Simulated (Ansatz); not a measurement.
Data:

AlBO3:
```cif
data_Al6B6O18
_chemical_formula_sum 'Al6 B6 O18'
_space_group_name_H-M_alt 'R-3c :H'
_space_group_IT_number 167
_space_group_name_Hall '-R 3 2"c'
_cell_length_a 4.46469
_cell_length_b 4.46469
_cell_length_c 13.75146
_cell_angle_alpha 90.000
_cell_angle_beta 90.000
_cell_angle_gamma 120.000
loop_
_atom_site_label
_atom_site_type_symbol
_atom_site_symmetry_multiplicity
_atom_site_Wyckoff_symbol
_atom_site_fract_x
_atom_site_fract_y
_atom_site_fract_z
_atom_site_occupancy
Al1 Al 6 b 0.00000 0.00000 0.00000 1
B1 B 6 a 0.00000 0.00000 0.25000 1
O1 O 18 e 0.30851 0.30851 0.75000 1
```
(The calculation used a cell of 10 atoms; values per cell refer to that cell.)

This is the r²SCAN-relaxed structure.

All from DFT-r²SCAN in the program Ansatz with PAW potentials, unless another level is named. Predict the electronic dielectric constant ε∞ (DFPT).

3.12 (xx = yy), 2.87 (zz).

Give the Bader charges.

Al +2.60, B +2.43, O -1.68 e.

And the Born charges (a third of the trace)?

Al +3.17, B +2.27, O -1.81 e.

And the static dielectric constant ε0 (ions relaxed, cell fixed)?

8.21 (xx = yy), 8.08 (zz).

The workflow started from a Materials Project entry (that database holds measured and hypothetical structures alike); the Crystallography Open Database files this formula in space group No. 167, but the cells were not matched. Its standing as an ambient phase is unchecked. The cell was relaxed with r²SCAN under the symmetry of its start; whether a distortion lowers the energy is not shown.

Potentials: the later of the program's two PAW sets.
